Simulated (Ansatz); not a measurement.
Co3O4 in space group Fd-3m (No. 227; Co on 16c, Co on 8b, O on 32e), PBE in the plane-wave PAW code Ansatz, all energies at zero smearing, with the estimated change up to a 700 eV cutoff added, with one set of potentials and settings (totals compare only within such a set). Cell of 14 atoms (6 Co, 8 O): -35291.004 eV.

```csv
element,reference phase,E (eV/atom)
Co,"P6_3/mmc, 2 atoms in the cell, spin-polarised",-5126.1559
O,"C2/m, 4 atoms in the cell, spin-polarised",-565.0000
```

Formation energy per atom, worked out: (-35291.004 − 6×(-5126.1559) − 8×(-565.0000))/14 = -1.005 eV/atom (-97 kJ per mol of atoms), at 0 K, without zero-point energy or fitted corrections.

The first step of the workflow began from a Materials Project structure, measured or hypothetical; the Crystallography Open Database files this formula in space group No. 227, but the cells were not matched. Whether it is the stable phase at ambient conditions was not checked. Symmetry was held in the PBE relaxation, as lowered by the spin order; its stability against distortions is not shown here. The final state is antiferromagnetic, chosen from 2 collinear starts compared on coarse meshes (ties went to the first, and starts can fall back to one state), not a proven ground state. No Hubbard U is applied. The references are the lowest solids computed at this level, not always the standard phases (solids in place of the gases).

Potentials: the later of the program's two PAW sets.
